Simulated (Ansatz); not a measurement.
# Si7Ge: random displacements

Method: Ansatz 0.2.0, DFT r2SCAN, scalar-relativistic, plane waves, PAW. The runs took a 500 eV cutoff, a Γ-centred 6×6×6 mesh and Gaussian smearing (0.05 eV). No spin polarisation. Energies are free energies at this smearing, counted from the undisturbed cell; pressure is positive in compression.

Zero of the scan (as given, not relaxed at this level, and it needn't be the usual structure):

```xyz
8
Lattice="5.4654 0.0000 0.0000 0.0000 5.4654 0.0000 0.0000 0.0000 5.4654" Properties=species:S:1:pos:R:3 pbc="T T T"
Si    1.3806    1.3806    1.3806
Si    0.0000    2.7327    2.7327
Si    2.7327    2.7327    0.0000
Si    2.7327    0.0000    2.7327
Si    4.0848    1.3806    4.0848
Si    4.0848    4.0848    1.3806
Si    1.3806    4.0848    4.0848
Ge    0.0000    0.0000    0.0000
```

The atoms are displaced (Å, in the unstrained cell):

```
atom ux uy uz
 Si1   0.030   0.052  -0.147
 Si2   0.006  -0.061   0.021
 Si3   0.067   0.130  -0.003
 Si4   0.076  -0.010  -0.090
 Si5   0.110   0.115  -0.015
 Si6  -0.109  -0.054  -0.035
 Si7  -0.093  -0.119   0.095
 Ge8  -0.087  -0.054   0.175
```

The cell is not strained.

Problem. What are the energy change, the stress and the forces?

Solution. ΔE = 168.9 meV/atom; stress (xx, yy, zz, yz, xz, xy; compression positive) (2.44, 1.75, 2.30, 1.11, 0.08, 2.99) GPa; gap on the mesh 0.12 eV.
```csv
atom,Fx (eV/Å),Fy,Fz
Si1,0.33,-0.65,1.54
Si2,0.99,0.96,-1.81
Si3,-1.26,-2.42,-1.89
Si4,-1.61,0.95,1.63
Si5,-1.66,-2.45,1.10
Si6,2.03,0.60,2.45
Si7,0.41,2.25,-1.00
Ge8,0.76,0.75,-2.02
```

Cost: 1 run of about 0.74 core-minutes, on Intel Xeon 6975P-C (Granite Rapids) (shared hosts).